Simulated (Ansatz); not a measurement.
# CoW$_{3}$: zone-centre modes

Theory: DFT PBE, scalar-relativistic, plane waves, PAW (Ansatz 0.2.0). The runs took a 420 eV cutoff, a Γ-centred 12×12×6 mesh and Gaussian smearing (0.15 eV). Spin–orbit coupling is left out, which matters for the heavy elements here. No spin polarisation. A magnetic state may lie lower.

The undisturbed cell (relaxed at this level; it needn't be the usual structure):

```yaml
crystal:
  lattice:
    - [3.89921, 0.00000, 0.00000]
    - [0.00000, 3.89921, 0.00000]
    - [0.00000, 0.00000, 7.79841]
  atoms:
    - { symbol: Co, position: [0.00000, 0.00000, 0.00000] }
    - { symbol: Co, position: [0.00000, 0.00000, 0.50000] }
    - { symbol: W, position: [0.00000, 0.50000, 0.25000] }
    - { symbol: W, position: [0.00000, 0.50000, 0.75000] }
    - { symbol: W, position: [0.50000, 0.00000, 0.25000] }
    - { symbol: W, position: [0.50000, 0.00000, 0.75000] }
    - { symbol: W, position: [0.50000, 0.50000, 0.00000] }
    - { symbol: W, position: [0.50000, 0.50000, 0.50000] }
```

Harmonic modes by finite displacements of 0.02 Å, without the LO–TO term. The cell doubles the primitive one, so its zone centre also holds the primitive cell's point q = (0, 0, 1/2).

(1) At this geometry, is the structure stable against these modes?

(2) List the wavenumbers in cm⁻¹.

Answers

(1) Yes: no mode is imaginary beyond 10 cm⁻¹, and only the three translations lie near zero.

(2) 0, 0, 0, 94, 94, 100, 100, 105, 134, 134, 134, 136, 137, 158, 158, 158, 183, 184, 184, 186, 186, 229, 229, 229.

Cost: 1 run of about 22 core-minutes, on Intel Xeon Processor @ 2.50GHz (Skylake/Cascade Lake) (shared hosts).